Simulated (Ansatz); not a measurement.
Input file for Ansatz (a program for electronic structure):

Ansatz 0.2 input:
```yaml
crystal:
  lattice:
    - [1.9199200926, 1.1084663823, 6.2779807847]
    - [-1.9199200926, 1.1084663823, 6.2779807847]
    - [0.0, -2.2169327645, 6.2779807847]
  atoms:
    - { symbol: Zn, position: [0.0039082111, 0.0039082111, 0.0039082111] }
    - { symbol: Zn, position: [0.4962551431, 0.4962551431, 0.4962551431] }
    - { symbol: Se, position: [0.6243162063, 0.6243162063, 0.6243162063] }
    - { symbol: S, position: [0.1254944397, 0.1254944397, 0.1254944397] }
kpoints:
  mp_grid: { grid: [8, 8, 8] }
hamiltonian:
  xc: lda
  pseudopotentials: { kind: paw }
scf:
  occupations: { method: fixed }
phonons:
  method: dfpt
  response_accuracy: low
  eigenvectors: true
  rigid_motions: translations
  dielectric: true
  raman: true
```

Output (shortened):

```
Pseudopotential: Zn, paw, valence charge 12
Pseudopotential: Se, paw, valence charge 16
Pseudopotential: S, paw, valence charge 6
Functional definition: SPW92
Crystal: 4 atoms, lattice volume = 80.164 Å³
Basis set: ecut = 420 eV, 1527 PW (Γ), exchange–correlation on 90×90×90 points (8 copies of the dense FFT grid, shifted against one another)
Bands: 28, of which v1, the nominal top of the filled ones, is band 23 counted from 1 (22 counted from 0)
Symmetry: 6 space group operations
k-points: 150 of 512 (irreducible under 2 space group operations, time reversal used)
SCF iter   1: F=—  HF=-12748.248228 eV  |F-HF|=—  |Δ(HF+E_count)|=         —  Δρ=6.37e-3  dr2=2.68e-2  ethr=1.77e-3  ⟨swp⟩=4.7  Hψ=16940  notcnv=0  defer=440
preconditioner: auto → Resta (q_TF=auto, 2.487 Å⁻¹)
SCF iter   2: F=—  HF=-12748.241142 eV  |F-HF|=—  |Δ(HF+E_count)|=   7.09e-3  Δρ=2.88e-3  dr2=6.90e-3  ethr=5.84e-5  ⟨swp⟩=3.0  Hψ=8098  notcnv=0  defer=450
SCF iter   3: F=—  HF=-12748.239866 eV  |F-HF|=—  |Δ(HF+E_count)|=   1.28e-3  Δρ=2.02e-3  dr2=1.62e-3  ethr=1.50e-5  ⟨swp⟩=2.1  Hψ=6766  notcnv=0  defer=450
SCF iter   4: F=—  HF=-12748.239055 eV  |F-HF|=—  |Δ(HF+E_count)|=   8.11e-4  Δρ=4.26e-4  dr2=1.16e-4  ethr=3.52e-6  ⟨swp⟩=2.0  Hψ=6750  notcnv=0  defer=450
SCF iter   5: F=—  HF=-12748.239047 eV  |F-HF|=—  |Δ(HF+E_count)|=   8.04e-6  Δρ=8.17e-5  dr2=8.66e-6  ethr=2.52e-7  ⟨swp⟩=2.7  Hψ=7513  notcnv=0  defer=150
SCF iter   6: F=—  HF=-12748.239051 eV  |F-HF|=—  |Δ(HF+E_count)|=   3.20e-6  Δρ=4.29e-5  dr2=1.41e-6  ethr=1.88e-8  ⟨swp⟩=2.0  Hψ=7500  notcnv=0  defer=150
SCF iter   7: F=—  HF=-12748.239061 eV  |F-HF|=—  |Δ(HF+E_count)|=   1.02e-5  Δρ=4.00e-5  dr2=7.46e-7  ethr=3.05e-9  ⟨swp⟩=2.0  Hψ=7500  notcnv=0  defer=150
SCF iter   8: F=—  HF=-12748.239060 eV  |F-HF|=—  |Δ(HF+E_count)|=   4.43e-7  Δρ=6.18e-6  dr2=2.20e-8  ethr=1.62e-9  ⟨swp⟩=2.0  Hψ=6450  notcnv=0  defer=150
SCF iter  11: F=-12748.239060 eV  HF=-12748.239060 eV  |F-HF|=3.64e-12  |Δ(HF+E_count)|=  1.27e-10  Δρ=1.63e-7  dr2=3.32e-11  ethr=1.00e-12  ⟨swp⟩=11.9  Hψ=29004  notcnv=0
SCF 1 converged in 11 iterations: F = -12748.239060 eV  dr2 = 3.32e-11
NSCF: frozen V_eff on 5 k-points
DFPT response loops at Γ: preconditioner auto → Resta (q_TF=auto, 2.487 Å⁻¹)  ε∞=6.4 (no band partly filled) …
── the response to a field inside a basis, on 10×10×10 k-points: an SCF that follows is theirs, and a resumed run solves both again ──
Crystal: 4 atoms, lattice volume = 80.164 Å³
Bands: 24, of which v1, the nominal top of the filled ones, is band 23 counted from 1 (22 counted from 0)
k-points: 110
SCF iter   1: F=—  HF=-12748.230520 eV  |F-HF|=—  |Δ(HF+E_count)|=         —  Δρ=1.62e-4  dr2=7.16e-6  ethr=1.00e-1
preconditioner: auto → Resta (q_TF=auto, 2.487 Å⁻¹)
SCF iter   2: F=—  HF=-12748.230519 eV  |F-HF|=—  |Δ(HF+E_count)|=   3.10e-7  Δρ=1.28e-4  dr2=5.81e-6  ethr=1.56e-8
SCF iter   3: F=—  HF=-12748.230520 eV  |F-HF|=—  |Δ(HF+E_count)|=   1.98e-7  Δρ=3.96e-5  dr2=5.14e-7  ethr=1.26e-8
SCF iter   4: F=—  HF=-12748.230519 eV  |F-HF|=—  |Δ(HF+E_count)|=   1.01e-6  Δρ=9.50e-6  dr2=5.33e-8  ethr=1.12e-9
SCF iter   5: F=—  HF=-12748.230519 eV  |F-HF|=—  |Δ(HF+E_count)|=   3.03e-9  Δρ=4.25e-6  dr2=5.79e-9  ethr=1.16e-10
SCF iter   6: F=—  HF=-12748.230519 eV  |F-HF|=—  |Δ(HF+E_count)|=   1.55e-8  Δρ=1.13e-6  dr2=8.63e-10  ethr=1.26e-11
SCF iter   7: F=—  HF=-12748.230519 eV  |F-HF|=—  |Δ(HF+E_count)|=  3.17e-10  Δρ=1.05e-6  dr2=5.37e-10  ethr=1.88e-12
SCF iter   8: F=-12748.230519 eV  HF=-12748.230519 eV  |F-HF|=0.00e0  |Δ(HF+E_count)|=  3.17e-10  Δρ=2.05e-7  dr2=4.09e-11  ethr=1.17e-12
SCF 1 converged in 8 iterations: F = -12748.230519 eV  dr2 = 4.09e-11
DFPT response loops at Γ: mixed as the last ones told, above
DFPT response loops at Γ: mixed as the last ones told, above
WARN: field response: ε∞ stands inside a basis, on 10×10×10 points …
SCF converged after 11 iterations
Free energy (F): -12748.239060 eV
Harris-Foulkes:  -12748.239060 eV  (|F-HF|=3.64e-12)
Internal energy: -12748.239060 eV  (E = F + TS)
E sigma→0 (E₀):  -12748.239060 eV
Fermi energy:    6.973416 eV
--- Per-component energies (eV) ---
  E_band       = -368.521894
  E_kinetic    = 492.307074
  E_local      = -6558.156908  (includes V_loc(G=0)·N_el)
  E_nonlocal   = 673.216639
  E_hartree    = 2952.947871
  E_xc         = -472.367050
  E_vxc        = -295.184338  (∫ρ·V_xc dr)
  E_paw        = -5907.530429  (= ΣΔE_a)
  E_vpaw       = -586.598466  (= ΣTr[D̂ρ^β])
  E_aug_tail   = -0.001346  (compensation charges beyond the density's cutoff)
  E_ewald      = -3934.139754
  E_core_change = 5.484842  (= ΣΔE_core)
  E_smearing   =  0.000000  (= −TS)
  E_closure    =  0.000000  (closes the sum)
  Σ components = -12748.239060   (vs F -12748.239060, Δ=0.00e0)
  [band-id]    e_kinetic+e_local+e_nonlocal+2·e_hartree+e_vxc+e_vpaw+e_augmentation_tail = -368.521603   (vs E_band -368.521894, Δ=2.91e-4)
--- Band table (eV; the first three rows and the last of 150) ---
  k-point 0: bands = ["-40.1060", "-40.1010", "-40.1010", "-40.0916", "-40.0916", "-6.8067", "-5.8324", "-0.0539", "-0.0539", "-0.0055", "0.1683", "0.1683", "0.4380", "0.4380", "0.5494", "0.5494", "0.6797", "1.0830", "5.7034", "5.7034", "6.7675", "6.9734", …
  k-point 1: bands = ["-40.1060", "-40.1010", "-40.1010", "-40.0916", "-40.0915", "-6.6942", "-5.7770", "-0.0572", "-0.0271", "0.0135", "0.1645", "0.1928", "0.4136", "0.4375", "0.5167", "0.5480", "0.6860", "1.2870", "4.9044", "5.5287", "5.8271", "6.5624", …
  k-point 2: bands = ["-40.1059", "-40.1011", "-40.1010", "-40.0916", "-40.0913", "-6.3894", "-5.6514", "-0.0535", "0.0395", "0.0697", "0.1520", "0.2499", "0.3945", "0.4363", "0.4936", "0.5518", "0.7098", "1.7076", "3.6454", "4.2485", "5.1530", "5.9679", …
  k-point 149: bands = ["-40.1060", "-40.1010", "-40.1010", "-40.0916", "-40.0916", "-6.3897", "-6.3427", "-0.0340", "-0.0340", "0.0016", "0.0838", "0.1727", "0.1727", "0.4166", "0.4166", "0.5392", "0.5392", "3.4989", "3.7679", "5.8813", "5.8813", "6.6997", …
--- Phonons (Γ-DFPT): 8 representative perturbations + reference, on 150 of 512 k-points (Σ response iterations 28) ---
  ASR residual: 7.158e-4 → 0.000e0 eV/Å²; symmetrization residual: 3.209e-4 eV/Å²
  ASR residual per site (eV/Å²): 4.89e-4 7.16e-4 1.96e-4 2.50e-4
  Γ frequencies (cm⁻¹): 0.00 0.00 0.00 61.96 61.96 191.07 221.56 230.37 230.37 278.48 278.48 312.93
  ε∞ (high-frequency dielectric tensor):
        6.839171     0.000000     0.000000
        0.000000     6.839171     0.000000
        0.000000     0.000000     6.806521
  ε⁰ (static dielectric tensor: ions relaxed, cell fixed):
        9.545768     0.000000     0.000000
        0.000000     9.545768     0.000000
        0.000000     0.000000     9.480014
  ε⁰ − ε∞ (ionic part):
        2.706597     0.000000     0.000000
        0.000000     2.706597     0.000000
        0.000000     0.000000     2.673494
  softest optical mode at Γ: 61.96 cm⁻¹; the repairs (sum rule, projections) moved no ω² at Γ by more than (5.97 cm⁻¹)²
  Born effective charges Z* (e; rows j = field, columns β = displacement):
    site 0:
         1.91654    0.00000    0.00000
         0.00000    1.91654    0.00000
         0.00000    0.00000    1.85949
    site 1:
         1.96158    0.00000    0.00000
         0.00000    1.96158    0.00000
         0.00000    0.00000    2.03412
    site 2:
        -1.84245    0.00000    0.00000
         0.00000   -1.84245    0.00000
         0.00000    0.00000   -1.83374
    site 3:
        -2.03567    0.00000    0.00000
         0.00000   -2.03567    0.00000
         0.00000    0.00000   -2.05988
  Z* charge neutrality: 1.591e-3 e pre-enforcement
  solved inside a basis spanned on kpoints, on 10×10×10 k-points transformed towards the longest dipole …
  Raman tensors (in the event stream and the table raman_tensors.tsv) …
  optical modes at Γ without the LO–TO term, one row a degenerate level:
      ω (cm⁻¹)  modes    IR ((D/Å)²/amu)  static Raman (Å⁴/amu)  depolarisation
         61.96      2             0.0006                 0.1527           0.750
        191.07      1             0.0218                14.3461           0.001
        221.56      1             3.1032                 0.1239           0.611
        230.37      2             5.4447                 0.5168           0.750
        278.48      2             7.8101                 2.9822           0.750
        312.93      1             3.5909                 0.9638           0.727
  optical modes at Γ + LO–TO along q̂ = [1.0000, 0.0000, 0.0000]:
      ω (cm⁻¹)  modes    IR ((D/Å)²/amu)  static Raman (Å⁴/amu)  depolarisation
         61.96      1             0.0003                 0.0764           0.750
         61.97      1             0.0001                 0.0807           0.750
        191.07      1             0.0218                14.3461           0.001
        221.56      1             3.1032                 0.1239           0.611
        230.37      1             2.7223                 0.2584           0.750
        242.71      1             0.7248                 4.2218           0.750
        278.48      1             3.9051                 1.4911           0.750
        312.25      1             5.9028                 5.4484           0.750
        312.93      1             3.5909                 0.9638           0.727
  optical modes at Γ + LO–TO along q̂ = [0.0000, 1.0000, 0.0000]:
      ω (cm⁻¹)  modes    IR ((D/Å)²/amu)  static Raman (Å⁴/amu)  depolarisation
         61.96      1             0.0003                 0.0764           0.750
         61.97      1             0.0001                 0.0807           0.750
        191.07      1             0.0218                14.3461           0.001
        221.56      1             3.1032                 0.1239           0.611
        230.37      1             2.7223                 0.2584           0.750
        242.71      1             0.7248                 4.2218           0.750
        278.48      1             3.9051                 1.4911           0.750
        312.25      1             5.9028                 5.4484           0.750
        312.93      1             3.5909                 0.9638           0.727
  optical modes at Γ + LO–TO along q̂ = [0.0000, 0.0000, 1.0000]:
      ω (cm⁻¹)  modes    IR ((D/Å)²/amu)  static Raman (Å⁴/amu)  depolarisation
         61.96      2             0.0006                 0.1527           0.750
        191.18      1             0.0045                14.4424           0.000
        230.37      2             5.4447                 0.5168           0.750
        241.01      1             1.6100                 6.0253           0.734
        278.48      2             7.8101                 2.9822           0.750
        339.33      1             5.1015                 6.3496           0.730
```

Cost: around 40 core-minutes (rough) on shared cores.

Space group R3m. The workflow started from a Materials Project entry (that database holds measured and hypothetical structures alike); the Crystallography Open Database copy checked does not list it. Its standing as an ambient phase is unchecked. The cell was relaxed with LDA under the symmetry of its start; of distortions, only those at the zone centre were tested. Scalar-relativistic: spin–orbit coupling is off unless named, which matters more the heavier the elements.

Potentials: the later of the program's two PAW sets.

Ansatz is a plane-wave DFT program.
